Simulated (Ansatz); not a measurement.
**Mg2CdO3: stable or not**

It was reached by relaxing an invented guess, and it needn't be the stable form of this composition.

These are results of DFT PBE, scalar-relativistic, plane waves, PAW (Ansatz 0.2.0), not measurements. The final run on the 6-atom cell used 420 eV, a Γ-centred 12×12×4 mesh, 0.02 eV smearing and no spin polarisation.

```cif
data_structure
_symmetry_space_group_name_H-M 'P-3m1'
_symmetry_Int_Tables_number 164
_cell_length_a 3.1181
_cell_length_b 3.1181
_cell_length_c 7.7863
_cell_angle_alpha 90.000
_cell_angle_beta 90.000
_cell_angle_gamma 120.000
_cell_volume 65.56
loop_
_atom_site_label
_atom_site_type_symbol
_atom_site_symmetry_multiplicity
_atom_site_Wyckoff_symbol
_atom_site_fract_x
_atom_site_fract_y
_atom_site_fract_z
_atom_site_occupancy
Mg1 Mg 2 d 0.66667 0.33333 0.84374 1
Cd1 Cd 1 b 0.00000 0.00000 0.50000 1
O1 O 2 d 0.33333 0.66667 0.69497 1
O2 O 1 a 0.00000 0.00000 0.00000 1
```

The zero of energy is the elements' standard structures at the same level (O₂ as a molecule); no fitted shifts are applied.

Question: These tests were run: energy against the elements; random kick, then relaxation without symmetry; phonons on a 3×3×1 q mesh; elastic tensor. What do they show?

Answer:

```json
{"test": "energy against the elements", "result": "−2.078 eV/atom"}
{"test": "random kick, then relaxation without symmetry", "result": "returns"}
{"test": "phonons on a 3×3×1 q mesh", "result": "no imaginary mode on the mesh"}
{"test": "elastic tensor", "result": "least eigenvalue 57 GPa"}
```

It fails none of these tests. Other phases of the system weren't compared here, so this isn't yet thermodynamic stability.

The kick test ran on a coarse mesh. The run for the phonons used a 12×12×4 k mesh. The run for the elastic tensor used a 12×12×4 k mesh.
